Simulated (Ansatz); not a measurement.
One crystal and one scan (frozen-phonon scan) at two levels, PBE (plane waves to 420 eV, PAW, scalar-relativistic; Ansatz, an electronic-structure program) and r2SCAN (plane waves to 500 eV, PAW, scalar-relativistic; Ansatz), each from its own relaxed cell and on its own mesh.

The crystal is SiC (wurtzite); a phonon pattern at M = (0.5, 0.0, 0.0) is frozen into a 8-atom cell, Q being the largest atomic displacement.

SiC was relaxed with its symmetry unable to fall. The PAW data are Ansatz's earlier set. Both scans cover Q from -0.180 to 0.180 Å.

```tsv
quantity	run 1	run 2
Lattice constant a (Å)	3.092	3.075
Lattice constant c (Å)	5.074	5.049
Relaxed volume (Å³/atom)	10.50	10.34
Energy at Q = 0.180 Å (meV/cell)	898	976
Harmonic wavenumber from the curvature (finite differences) (cm⁻¹ (negative: imaginary))	337	352
```

Question: Which run is which level?

Answer: Run 1 is PBE, run 2 is r2SCAN. PBE gives the higher value for: lattice constant a; lattice constant c; relaxed volume. PBE gives the lower value for: energy at Q = 0.180 Å; harmonic wavenumber from the curvature. Both give the same space group of the distorted cell: Pmn2_1 (No. 31), lowered from P6_3mc. Neither level is exact: the differences show how much the result hangs on the functional.

(For displaced atoms, the force is minus the slope of the energy, and its curvature is a force constant, which sets phonon frequencies.)
